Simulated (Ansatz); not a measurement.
**P: input and output**

The input, for Ansatz 0.2.0 (plane waves, PAW):

```yaml
crystal:
  lattice:
    - [6.0472448, 0.0, 0.0]
    - [0.0, 6.0472448, 0.0]
    - [0.0, 0.0, 4.38122025]
  atoms:
    - { symbol: P, position: [0.75, 0.25, 0.0] }
    - { symbol: P, position: [0.25, 0.75, 0.0] }
  symmetry: { tolerance: 0.0003 }
kpoints:
  mp_grid: { grid: [6, 6, 8], shift: [0, 0, 0] }
  band_path:
    path:
      - [0.0, 0.0, 0.0]
      - [0.5, 0.5, 0.0]
      - [1.0, 0.0, 0.0]
      - [0.0, 0.0, 0.0]
      - [0.0, 0.0, 0.5]
      - [0.5, 0.5, 0.5]
      - [1.0, 0.0, 0.5]
      - [0.0, 0.0, 0.5]
      - [0.5, 0.5, 0.0]
      - [0.5, 0.5, 0.5]
      - [1.0, 0.0, 0.0]
    npoints: 6
magnetization:
  spin_polarized: false
scf:
  occupations: { method: fermi_dirac }
  lower_state_search: "off"
  max_iter: 200
hamiltonian:
  pseudopotentials: { kind: paw }
  xc: r2scan
basis:
  ecutwfc: 500
  fft_grid_basis: typed
output:
  forces: true
  stress: true
  eigenvalues: true
  bader: true
  populations: true
  elf: true
  write_potential: true
  volumetric_format: npy
  dos:
    e_range: [-12, 8]
    de: 0.05
    projected: { site_lists: { P: [P] } }
checkpoint:
  read: saved_state
```

The saved state is an earlier solution for the same cell, perhaps on another mesh. 

Excerpt of what it printed:

```
Pseudopotentials: kind: paw
Pseudopotential: P, paw, valence charge 5, recommended cutoff 500 eV (meta_gga), P.paw.azcp
Functional definition: r2SCAN
  exchange = r2scan_x(k0 = k0, k1 = k1, a1 = a1)
  correlation = r2scan_c
Crystal: 2 atoms, lattice volume = 160.218 Å³
Basis set: ecut = 500 eV, 4071 PW (Γ), exchange–correlation on 180×180×128 points (64 copies of the dense FFT grid, shifted against one another)
Bands: 9, of which v1, the nominal top of the filled ones, is band 5 counted from 1 (4 counted from 0)
Symmetry: 32 space group operations
Space group: P4/mmm (ITA 123), of the structure as read, at distance tolerance 1.6e-3 Å
k-points: 50 of 288
Initial density: read from a saved state, or passed on in memory by an earlier SCF of this step, an earlier step, the calling program or the single point that the run made first
Functional: x = r2scan, c = r2scan; τ floored in thin density (d = 2e-4 eV/Å³)
SCF iter   1: F=-1509.1173 eV  Δρ=3.99e-4  dr2=2.83e-4  dr2_τ=8.98e-5
SCF iter   2: F=-1509.1175 eV  Δρ=1.69e-4  dr2=7.81e-5  dr2_τ=3.50e-7
SCF iter   3: F=-1509.1176 eV  Δρ=9.22e-5  dr2=2.06e-5  dr2_τ=1.04e-7
SCF iter   4: F=-1509.1176 eV  Δρ=1.23e-5  dr2=6.45e-7  dr2_τ=5.18e-9
SCF iter   5: F=-1509.1176 eV  Δρ=4.26e-6  dr2=4.91e-8  dr2_τ=6.19e-10
Free energy (F): -1509.1176 eV
Harris-Foulkes:  -1509.1176 eV  (|F-HF|=1.24e-7)
Internal energy: -1508.8902 eV  (E = F + TS)
E sigma→0 (E₀):  -1509.0039 eV
Entropy (-TS):   -0.2274 eV (-113.704 meV/atom)
Fermi energy:    -2.9690 eV
--- Per-component energies (eV) ---
  E_band       = -67.6338
  E_kinetic    = 122.1260
  E_local      = -277.1422  (includes V_loc(G=0)·N_el)
  E_nonlocal   = 66.0575
  E_hartree    = 71.3688
  E_xc         = -103.1214
  E_vxc        = -112.6828  (∫ρ·V_xc dr)
  E_paw        = -1151.1056  (= ΣΔE_a)
  E_vpaw       = -15.5642  (= ΣTr[D̂ρ^β])
  E_aug_tail   = 0.0000  (compensation charges beyond the density's cutoff)
  E_vtau       = 6.8358  (kinetic-family band-sum trace: ∫τ·v_τ [+ j·A + Jᵃ·Aᵃ] dr)
  E_ewald      = -236.8916
  E_core_change = -0.1817  (= ΣΔE_core)
  E_smearing   = -0.2274  (= −TS)
--- Stress (GPa, compression-positive) ---
       -3.9634       0.0000       0.0000
        0.0000      -3.9634       0.0000
        0.0000       0.0000      -3.4897
  P = ⅓ Tr σ = -3.8055 GPa (-38.055 kbar)
--- Löwdin populations: 2 sites ---
  site symbol       q [e]
     0      P      4.9985
     1      P      4.9985
  spilling = 0.0003 (of n_electrons = 10.0000)
```

Origin: a database entry at a rescaled volume. Caveats: many states at the Fermi level without spin polarisation, so a magnetic state may lie lower.
